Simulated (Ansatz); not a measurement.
SrO (rock salt, Fm-3m), DFT-r²SCAN in the program Ansatz with PAW potentials: ε∞ = 3.52, cell volume 34.35 Å³. Infrared-active transverse modes:

```json
[
 {"ω_TO (cm⁻¹)": "214.0", "oscillator strength S_xx (e²/amu)": "0.4303"}
]
```

### Question
Compute the static dielectric constant.

### Answer
Each mode adds (4.921e7/V) S/ω²: 13.46. So ε0 = 17.0.

### Question
What LO frequency does the Lyddane–Sachs–Teller relation give?

### Answer
ω_LO = ω_TO √(ε0/ε∞) = 470 cm⁻¹.

The r²SCAN relaxation kept the symmetry of its start; phonons on a q-mesh show no instability. Scalar-relativistic: spin–orbit coupling is off unless named, which matters more the heavier the elements.

Potentials: the earlier of the program's two PAW sets.
